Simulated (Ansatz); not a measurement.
Given:

AlPd:
```cif
data_Al2Pd2
_chemical_formula_sum 'Al2 Pd2'
_space_group_name_H-M_alt 'P 1'
_space_group_IT_number 1
_cell_length_a 5.16466
_cell_length_b 5.16466
_cell_length_c 4.22024
_cell_angle_alpha 90.000
_cell_angle_beta 90.000
_cell_angle_gamma 148.627
loop_
_space_group_symop_operation_xyz
  'x, y, z'
loop_
_atom_site_label
_atom_site_type_symbol
_atom_site_fract_x
_atom_site_fract_y
_atom_site_fract_z
_atom_site_occupancy
Al1 Al 0.65190 0.34810 0.25000 1
Pd1 Pd 0.91009 0.08991 0.25000 1
Al2 Al 0.34810 0.65190 0.75000 1
Pd2 Pd 0.08991 0.91009 0.75000 1
```

This is the PBEsol-relaxed structure.

**Question.** All from plane-wave PAW PBEsol (Ansatz code), unless another level is named. Estimate the formation energy from the elements (no fitted shifts).

**Answer.** -0.74 eV/atom.

**Question.** What about the density of states at the Fermi level?

**Answer.** 0.36 states/eV per atom (mean over ±0.08 eV).

Space group Cmcm. The start of the workflow was typed in or built on a structure type; neither database checked (COD, Materials Project) lists it. Its standing as an ambient phase is unchecked. The PBEsol relaxation kept the symmetry of its start; its stability against distortions is not shown here. No spin polarisation was allowed. The references are the lowest solids computed at this level, not always the standard phases. Spin–orbit coupling is left out wherever it is not named.

Potentials: the later of the program's two PAW sets.
